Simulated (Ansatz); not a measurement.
AlN:
```
CELL_PARAMETERS angstrom
      5.28536     0.00000     0.00000
      0.00000     5.28536     0.00000
      0.00000     0.00000     3.09964
ATOMIC_POSITIONS crystal
  Al 0.32322 0.67678 0.00000
  Al 0.67678 0.32322 0.00000
  Al 0.82322 0.82322 0.50000
  Al 0.17678 0.17678 0.50000
  N  0.31514 0.31514 0.00000
  N  0.68486 0.68486 0.00000
  N  0.18486 0.81514 0.50000
  N  0.81514 0.18486 0.50000
```

Relaxed with r²SCAN. Independent-particle spectrum: no excitons, no local fields, no scissors shift; 0.1 eV broadening; ε₁ of the summed bands alone.

Q: Tabulate the dielectric function from the program Ansatz at the r²SCAN level (PAW).

A: 

```csv
E (eV),ε₁ xx,ε₂ xx,ε₁ zz,ε₂ zz
0.0,4.01,0.00,3.92,0.00
0.5,4.02,0.00,3.92,0.00
1.0,4.05,0.00,3.95,0.00
1.5,4.10,0.00,3.99,0.00
2.0,4.17,0.00,4.05,0.00
2.5,4.27,0.00,4.14,0.00
3.0,4.40,0.00,4.26,0.00
3.5,4.58,0.00,4.41,0.00
4.0,4.84,0.00,4.62,0.00
4.5,5.34,0.02,4.92,0.00
5.0,5.62,0.60,5.56,0.14
5.5,5.77,0.80,5.75,0.69
6.0,6.16,0.89,6.00,0.96
6.5,7.18,0.93,6.50,1.15
7.0,9.54,3.24,7.64,2.55
7.5,7.09,6.60,7.52,4.16
8.0,5.95,7.31,6.43,6.08
8.5,2.66,8.67,5.45,5.10
9.0,0.50,6.92,6.01,8.87
9.5,0.61,4.11,0.85,6.39
10.0,1.30,3.96,1.31,5.22
10.5,1.45,4.16,1.81,5.62
11.0,2.48,4.00,0.17,5.49
11.5,1.33,5.55,-0.12,4.83
12.0,-0.03,5.55,-0.48,5.14
```

Q: From ε at 5.0 eV (xx: 5.62 + 0.60i), find n, k, the normal reflectivity and the absorption coefficient.

A: n = 2.37, k = 0.126, R = 17 %, α = 2kE/ħc = 64000 cm⁻¹.

With all bands, ε∞ without local fields is 4.11 (xx = yy), 4.01 (zz).

Space group P4_2/mnm. The start of the workflow was typed in or built on a structure type; neither database checked (COD, Materials Project) lists it. It is not the phase usual at ambient conditions (space group No. 186, 216). Symmetry was held in the r²SCAN relaxation; its stability against distortions is not shown here.

Potentials: the earlier of the program's two PAW sets. The files were generated under PBE; for other functionals the program regenerates the frozen cores, and for LDA and PBEsol the local potential too.
